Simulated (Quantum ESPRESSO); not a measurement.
W4Ga3In, finding a planted mistake in a log

A calculation, not a measurement. The program is pw.x of Quantum ESPRESSO 7.5 (plane-wave density functional theory). The cell is made up: eight metal atoms on a hexagonal close-packed lattice, with elements, volume, strain and displacements drawn at random and not relaxed, so it may be unstable or far from any real phase. PseudoDojo standard norm-conserving files set the functional (PBE unless stated); there is no spin polarisation or spin-orbit coupling, the Fermi-Dirac width of 0.25 eV means electrons at about 2900 K, and the masses in the input are unused placeholders. Heavy elements are run without spin-orbit coupling, which real alloys of them have. A spin test at this wide smearing found no moment, but such smearing suppresses magnetism that the real alloy may have.

Intended input:

```
&control calculation='scf', pseudo_dir='./dojo.nc.sr.pbe.v0_5.standard.upf', outdir='./o', disk_io='minimal', tprnfor=.true., tstress=.true. /
&system ibrav=0, nat=8, ntyp=3, nbnd=67, ecutwfc=82.02448710, nosym=.true., tot_charge=0,
 occupations='smearing', smearing='fd', degauss=0.0183746611
/
&electrons conv_thr=1.470e-08, electron_maxstep=70, mixing_beta=0.5 /
ATOMIC_SPECIES
Ga 1.0 Ga.upf
In 1.0 In.upf
W 1.0 W.upf
CELL_PARAMETERS angstrom
-2.9404 0.0 0.0
0.0 0.0 -4.8201
0.0 -10.1859 0.0
ATOMIC_POSITIONS angstrom
W 0.0223 0.045 -0.0026
Ga 0.0105 -5.0559 0.0358
W -0.0147 -3.404 -2.3601
In 0.0027 -8.5258 -2.3796
W -1.5182 -2.5254 0.0077
W -1.472 -7.6415 -0.0148
Ga -1.4337 -0.8459 -2.4027
Ga -1.4836 -5.933 -2.4557
K_POINTS automatic
8 5 3 1 1 1
```

The log is shortened where brackets say so; the opening notice, blank lines, dates and the lines on written files are dropped, and the path of the files is cut. It prints rydbergs, bohrs and kilobars, and counts compression as positive stress. Its total energy is the free energy E - TS of the whole cell.

Log of the intended run:

```
     Program PWSCF v.7.5
     Parallel version (MPI & OpenMP), running on       4 processor cores
     Number of MPI processes:                 4
     Threads/MPI process:                     1
     [start-up lines left out]
     bravais-lattice index     =            0
     lattice parameter (alat)  =       5.5566  a.u.
     unit-cell volume          =     974.2232 (a.u.)^3
     number of atoms/cell      =            8
     number of atomic types    =            3
     number of electrons       =       108.00
     number of Kohn-Sham states=           67
     kinetic-energy cutoff     =      82.0245  Ry
     charge density cutoff     =     328.0979  Ry
     scf convergence threshold =      1.5E-08
     mixing beta               =       0.5000
     number of iterations used =            8  plain     mixing
     Exchange-correlation= PBE
                           (   1   4   3   4   0   0   0)
     [axes and pseudopotential details left out]
   Cartesian axes
     site n.     atom                  positions (alat units)
         1        W      tau(   1) = (   0.0075840   0.0153040  -0.0008842  )
         2        Ga     tau(   2) = (   0.0035709  -1.7194599   0.0121752  )
         3        W      tau(   3) = (  -0.0049993  -1.1576656  -0.8026459  )
         4        In     tau(   4) = (   0.0009182  -2.8995375  -0.8092776  )
         5        W      tau(   5) = (  -0.5163243  -0.8588627   0.0026187  )
         6        W      tau(   6) = (  -0.5006122  -2.5987961  -0.0050333  )
         7        Ga     tau(   7) = (  -0.4875867  -0.2876819  -0.8171337  )
         8        Ga     tau(   8) = (  -0.5045572  -2.0177527  -0.8351585  )
     number of k points=    60  Fermi-Dirac smearing, width (Ry)=  0.0184
                       cart. coord. in units 2pi/alat
        k(    1) = (  -0.0625000  -0.0481123  -0.0610029), wk =   0.0333333
        k(    2) = (  -0.0625000   0.1443368  -0.0610029), wk =   0.0333333
     [further k points left out]
     Dense  grid:    97711 G-vectors     FFT dimensions: (  36,  54, 120)
     Estimated max dynamical RAM per process >     361.28 MB
     Estimated total dynamical RAM >       1.34 GB
     Initial potential from superposition of free atoms
     starting charge     107.9860, renormalised to     108.0000
     Starting wfcs are   76 randomized atomic wfcs
     total cpu time spent up to now is        5.8 secs
     per-process dynamical memory:   293.2 Mb
     Self-consistent Calculation
     iteration #  1     ecut=    82.02 Ry     beta= 0.50
     Davidson diagonalization with overlap
     ethr =  1.00E-02,  avg # of iterations =  2.5
     Threshold (ethr) on eigenvalues was too large:
     Diagonalizing with lowered threshold
     Davidson diagonalization with overlap
     ethr =  2.75E-04,  avg # of iterations =  4.4
     total cpu time spent up to now is       33.0 secs
     total energy              =   -1198.24504448 Ry
     estimated scf accuracy    <       0.32624824 Ry
     iteration #  2     ecut=    82.02 Ry     beta= 0.50
     Davidson diagonalization with overlap
     ethr =  3.02E-04,  avg # of iterations =  5.7
     total cpu time spent up to now is       48.0 secs
     total energy              =   -1198.01165181 Ry
     estimated scf accuracy    <       3.13370853 Ry
     [iterations 3 to 13 left out]
     iteration # 14     ecut=    82.02 Ry     beta= 0.50
     Davidson diagonalization with overlap
     ethr =  7.13E-11,  avg # of iterations =  2.2
     total cpu time spent up to now is      200.3 secs
     total energy              =   -1198.32721714 Ry
     estimated scf accuracy    <       0.00000008 Ry
     iteration # 15     ecut=    82.02 Ry     beta= 0.50
     Davidson diagonalization with overlap
     ethr =  7.13E-11,  avg # of iterations =  1.0
     total cpu time spent up to now is      210.5 secs
     End of self-consistent calculation
     [lines on levels left out]
!    total energy              =   -1198.32721714 Ry
     estimated scf accuracy    <          6.4E-09 Ry
     smearing contrib. (-TS)   =      -0.09838854 Ry
     internal energy E=F+TS    =   -1198.22882859 Ry
     The total energy is F=E-TS. E is the sum of the following terms:
     one-electron contribution =    -260.45481732 Ry
     hartree contribution      =     209.50597107 Ry
     xc contribution           =    -297.80915377 Ry
     ewald contribution        =    -849.47082857 Ry
     convergence has been achieved in  15 iterations
     Forces acting on atoms (cartesian axes, Ry/au):
     atom    1 type  3   force =     0.00147710   -0.03655065    0.00656481
     atom    2 type  1   force =    -0.00142310   -0.00677785   -0.00489635
     atom    3 type  3   force =     0.00313726   -0.00008605   -0.00669525
     atom    4 type  2   force =     0.00042500    0.02185903   -0.01666671
     atom    5 type  3   force =    -0.00158821    0.00773371    0.00683242
     atom    6 type  3   force =     0.00000284    0.02330398    0.01113081
     atom    7 type  1   force =    -0.00294111   -0.04495360   -0.00192009
     atom    8 type  1   force =     0.00091022    0.03547143    0.00565036
     Total force =     0.079773     Total SCF correction =     0.000559
     Computing stress (Cartesian axis) and pressure
          total   stress  (Ry/bohr**3)                   (kbar)     P=     -114.85
  -0.00085578  -0.00000929  -0.00000076         -125.89       -1.37       -0.11
  -0.00000929  -0.00070055  -0.00000698           -1.37     -103.05       -1.03
  -0.00000076  -0.00000698  -0.00078592           -0.11       -1.03     -115.61
     init_run     :      5.46s CPU      5.65s WALL (       1 calls)
     electrons    :    203.87s CPU    204.75s WALL (       1 calls)
     forces       :      2.28s CPU      2.29s WALL (       1 calls)
     stress       :      7.66s CPU      7.84s WALL (       1 calls)
     [timing details left out]
     PWSCF        :   3m39.46s CPU   3m40.74s WALL
     JOB DONE.
```

A second run was made from an input with one planted mistake. Its log:

```
     Program PWSCF v.7.5
     Parallel version (MPI & OpenMP), running on       4 processor cores
     Number of MPI processes:                 4
     Threads/MPI process:                     1
     [start-up lines left out]
     bravais-lattice index     =            0
     lattice parameter (alat)  =       5.5566  a.u.
     unit-cell volume          =     974.2232 (a.u.)^3
     number of atoms/cell      =            8
     number of atomic types    =            3
     number of electrons       =       108.00
     number of Kohn-Sham states=           67
     kinetic-energy cutoff     =      82.0245  Ry
     charge density cutoff     =     328.0979  Ry
     scf convergence threshold =      1.5E-08
     mixing beta               =       0.5000
     number of iterations used =            8  plain     mixing
     Exchange-correlation= PBE
                           (   1   4   3   4   0   0   0)
     [axes and pseudopotential details left out]
   Cartesian axes
     site n.     atom                  positions (alat units)
         1        W      tau(   1) = (   0.0075840   0.0153040  -0.0008842  )
         2        Ga     tau(   2) = (   0.0035709  -1.7194599   0.0121752  )
         3        In     tau(   3) = (  -0.0049993  -1.1576656  -0.8026459  )
         4        W      tau(   4) = (   0.0009182  -2.8995375  -0.8092776  )
         5        W      tau(   5) = (  -0.5163243  -0.8588627   0.0026187  )
         6        W      tau(   6) = (  -0.5006122  -2.5987961  -0.0050333  )
         7        Ga     tau(   7) = (  -0.4875867  -0.2876819  -0.8171337  )
         8        Ga     tau(   8) = (  -0.5045572  -2.0177527  -0.8351585  )
     number of k points=    60  Fermi-Dirac smearing, width (Ry)=  0.0184
                       cart. coord. in units 2pi/alat
        k(    1) = (  -0.0625000  -0.0481123  -0.0610029), wk =   0.0333333
        k(    2) = (  -0.0625000   0.1443368  -0.0610029), wk =   0.0333333
     [further k points left out]
     Dense  grid:    97711 G-vectors     FFT dimensions: (  36,  54, 120)
     Estimated max dynamical RAM per process >     361.28 MB
     Estimated total dynamical RAM >       1.34 GB
     Initial potential from superposition of free atoms
     starting charge     107.9860, renormalised to     108.0000
     Starting wfcs are   76 randomized atomic wfcs
     total cpu time spent up to now is        5.7 secs
     per-process dynamical memory:   293.2 Mb
     Self-consistent Calculation
     iteration #  1     ecut=    82.02 Ry     beta= 0.50
     Davidson diagonalization with overlap
     ethr =  1.00E-02,  avg # of iterations =  2.7
     Threshold (ethr) on eigenvalues was too large:
     Diagonalizing with lowered threshold
     Davidson diagonalization with overlap
     ethr =  4.17E-04,  avg # of iterations =  3.5
     total cpu time spent up to now is       31.0 secs
     total energy              =   -1198.14469945 Ry
     estimated scf accuracy    <       0.49027028 Ry
     iteration #  2     ecut=    82.02 Ry     beta= 0.50
     Davidson diagonalization with overlap
     ethr =  4.54E-04,  avg # of iterations =  8.6
     total cpu time spent up to now is       48.0 secs
     total energy              =   -1197.29211369 Ry
     estimated scf accuracy    <      19.26167659 Ry
     [iterations 3 to 13 left out]
     iteration # 14     ecut=    82.02 Ry     beta= 0.50
     Davidson diagonalization with overlap
     ethr =  4.58E-11,  avg # of iterations =  2.0
     total cpu time spent up to now is      199.0 secs
     total energy              =   -1198.34767946 Ry
     estimated scf accuracy    <       0.00000021 Ry
     iteration # 15     ecut=    82.02 Ry     beta= 0.50
     Davidson diagonalization with overlap
     ethr =  4.58E-11,  avg # of iterations =  1.8
     total cpu time spent up to now is      209.8 secs
     End of self-consistent calculation
     [lines on levels left out]
!    total energy              =   -1198.34767946 Ry
     estimated scf accuracy    <          4.2E-09 Ry
     smearing contrib. (-TS)   =      -0.09267614 Ry
     internal energy E=F+TS    =   -1198.25500332 Ry
     The total energy is F=E-TS. E is the sum of the following terms:
     one-electron contribution =    -261.45945586 Ry
     hartree contribution      =     210.05200031 Ry
     xc contribution           =    -297.81449176 Ry
     ewald contribution        =    -849.03305602 Ry
     convergence has been achieved in  15 iterations
     Forces acting on atoms (cartesian axes, Ry/au):
     atom    1 type  3   force =     0.00114726    0.00837957    0.00298446
     atom    2 type  1   force =    -0.00083577   -0.02522355   -0.00336336
     atom    3 type  2   force =    -0.00187950    0.00699704   -0.01169567
     atom    4 type  3   force =     0.00079503   -0.02233212   -0.00460366
     atom    5 type  3   force =     0.00422220    0.03613357    0.00900949
     atom    6 type  3   force =    -0.00060777    0.01300325    0.00303536
     atom    7 type  1   force =    -0.00392562    0.03973247   -0.00233662
     atom    8 type  1   force =     0.00108418   -0.05669023    0.00696999
     Total force =     0.088797     Total SCF correction =     0.000403
     Computing stress (Cartesian axis) and pressure
          total   stress  (Ry/bohr**3)                   (kbar)     P=     -112.46
  -0.00084611  -0.00000788   0.00000342         -124.47       -1.16        0.50
  -0.00000788  -0.00080012   0.00001453           -1.16     -117.70        2.14
   0.00000342   0.00001453  -0.00064730            0.50        2.14      -95.22
     init_run     :      5.41s CPU      5.60s WALL (       1 calls)
     electrons    :    203.31s CPU    204.15s WALL (       1 calls)
     forces       :      2.30s CPU      2.32s WALL (       1 calls)
     stress       :      7.72s CPU      7.91s WALL (       1 calls)
     [timing details left out]
     PWSCF        :   3m38.87s CPU   3m40.12s WALL
     JOB DONE.
```

Question: the log repeats what the program read. Compare it with the intended run: what was wrong in the second input?

Answer: two atoms have their elements exchanged. The input lines that differ:

```
- W -0.0147 -3.404 -2.3601
- In 0.0027 -8.5258 -2.3796
+ In -0.0147 -3.404 -2.3601
+ W 0.0027 -8.5258 -2.3796
```

|  | intended run | run with the mistake |
| --- | --- | --- |
| free energy (eV) | -16304.072 | -16304.351 |
| entropy term -TS, part of it (eV) | -1.339 | -1.261 |
| pressure (GPa) | -11.49 | -11.25 |
| size of the largest force component (eV/Å) | 1.156 | 1.458 |
| largest change of a force component (eV/Å) |  | 2.370 |
| iterations | 15 | 15 |

For scale, a rerun of the intended cell at a higher cutoff and on a denser mesh moved values by no more than 0.016 eV in energy, 0.16 GPa in stress and 0.009 eV/Å in force, and a second program with other atomic files agreed on that cell to 2 % rms in force and 0.5 GPa in pressure.